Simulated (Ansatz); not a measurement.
# Notes on LuB2Os2

```
Os Lu B
1.0
     0.00000    3.80127    0.00000
     3.80127    0.00000    0.00000
     1.90064    1.90064   -4.41672
Os Lu B
2 1 2
Cartesian
  1.9006 3.8013 -2.2084
  3.8013 1.9006 -2.2084
  0.0000 0.0000 0.0000
  1.9006 1.9006 -1.1042
  3.8013 3.8013 -3.3125
```

Level: PBE, no spin polarisation; 420 eV; 10×10×10 Γ-centred mesh; fermi-dirac occupations (width 0.1 eV); Ansatz 0.2.0, fixed geometry.

(1) What is the formation energy?

(2) What does the stress say?

(3) Describe some of the short contacts.

(4) Give the Bader charges.

(5) Is there a gap?

Origin: a known structure type with other elements, at an estimated volume, so it need not be a known compound.

Answers

(1) -0.30 eV an atom against the elements' usual phases (free molecules for gases, crystals otherwise, with no correction for O₂ or N₂), so it is bound against them; other compounds may still compete. Relaxing would lower it.

(2) The pressure is 10.1 GPa (compression positive), so with the atoms held at these fractions the cell would first expand. The principal stresses 8.3, 8.3, 13.7 GPa differ, so its shape would change too.

(3) B–B at 2.21 Å: least valence density 0.39 e/Å³ and ELF 0.82 there. Lu–B at 2.91 Å: least valence density 0.18 e/Å³ and ELF 0.15 there. Lu–Os at 2.91 Å: least valence density 0.26 e/Å³ and ELF 0.19 there. Os–B at 2.20 Å is left out, since its least density falls inside a PAW sphere. These are pseudo-fields; inside the PAW spheres they differ from the all-electron ones.

(4) Bader charges in e: Lu +1.65, B -0.33, Os -0.49. In the mean Lu gives up most and Os takes most.

(5) It is a metal, with about 2.7 states/eV a cell as the mean within 0.25 eV of the Fermi level, mostly Os d (69 %) and B p (13 %).
